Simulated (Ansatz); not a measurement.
# KB₃H₈ — core-level photoemission

Cell: a COD entry, its atoms then relaxed with PBE in this cell; a hole's nearest image is 5.5 Å away.

```cif
data_KB3H8
_symmetry_space_group_name_H-M 'Cmcm'
_symmetry_Int_Tables_number 63
_cell_length_a 7.4256
_cell_length_b 8.0809
_cell_length_c 8.1959
_cell_angle_alpha 90.000
_cell_angle_beta 90.000
_cell_angle_gamma 90.000
loop_
_atom_site_label
_atom_site_type_symbol
_atom_site_symmetry_multiplicity
_atom_site_Wyckoff_symbol
_atom_site_fract_x
_atom_site_fract_y
_atom_site_fract_z
K1 K 4 c 0.5000 0.8345 0.7500
B3 B 8 f 0.5000 0.2194 0.6404
B7 B 4 c 0.5000 0.4088 0.7500
H9 H 16 h 0.3618 0.1589 0.5890
H17 H 8 f 0.5000 0.3626 0.5770
H21 H 8 g 0.8630 0.9901 0.7500
```

One atom of each set is listed; the run and its k-mesh use a cell of 24 atoms with edges of 5.49, 5.49, 8.20 Å.

Computed with Ansatz: DFT, PBE, plane waves and PAW, scalar-relativistic, 420 eV cutoff, Γ-centred 5×5×3 k-points, fixed occupations.

Each value is a total-energy difference between the cell with one core hole and the ground state (ΔSCF), the electron removed. The cell with the hole is spin-polarised, as the shell with the hole is left with one unpaired spin. These are bare differences without image correction or alignment, so only shifts between sites of one element carry meaning.

Question: How far do the B 1s lines of the distinct sites lie apart?

Answer: 

```
line  atom                                                      first shell  shift from the lowest of its kind (eV)
B 1s     3  3 H at 1.21–1.27 Å, 2 B at 1.77–1.80 Å; also 2 K at 3.23–3.24 Å                                    0.00
B 1s     7                                4 H at 1.21–1.47 Å, 2 B at 1.77 Å                                    1.26
```

Shifts between sites are good to a few tenths of an eV; absolute PBE values can be off by an eV or more. Multiplets, satellites and widths aren't calculated.
